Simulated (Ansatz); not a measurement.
BN:
```cif
data_B2N2
_chemical_formula_sum 'B2 N2'
_space_group_name_H-M_alt 'P 1'
_space_group_IT_number 1
_cell_length_a 2.54102
_cell_length_b 2.54102
_cell_length_c 4.20330
_cell_angle_alpha 90.000
_cell_angle_beta 90.000
_cell_angle_gamma 120.000
loop_
_space_group_symop_operation_xyz
  'x, y, z'
loop_
_atom_site_label
_atom_site_type_symbol
_atom_site_fract_x
_atom_site_fract_y
_atom_site_fract_z
_atom_site_occupancy
B1 B 0.66667 0.33333 0.99973 1
B2 B 0.33333 0.66667 0.49973 1
N1 N 0.66667 0.33333 0.62527 1
N2 N 0.33333 0.66667 0.12527 1
```

Relaxed with PBEsol.

Question: Give the optical modes at the zone centre with their infrared activity from DFPT, plane-wave PAW PBEsol (Ansatz code).

Answer: Transverse frequencies, without the LO–TO term; a row sums one degenerate level.

```csv
ω (cm⁻¹),degeneracy,IR ((D/Å)²/amu),activity,symmetry
469,2,0.00,IR-inactive,E2
963,2,0.00,IR-inactive,E2
967,1,0.00,IR-inactive,B1
1027,1,28.35,IR,A1
1060,2,51.07,IR,E1
1117,1,0.00,IR-inactive,B1
```

Question: How high does the top mode go among those that the LO–TO term moves?

Answer: 1276 cm⁻¹ for q along x, 1276 cm⁻¹ for q along y, 1263 cm⁻¹ for q along z.

Space group P6_3mc (wurtzite). The cell was relaxed with PBEsol under the symmetry of its start; phonons on a q-mesh show no instability.

Potentials: the later of the program's two PAW sets.
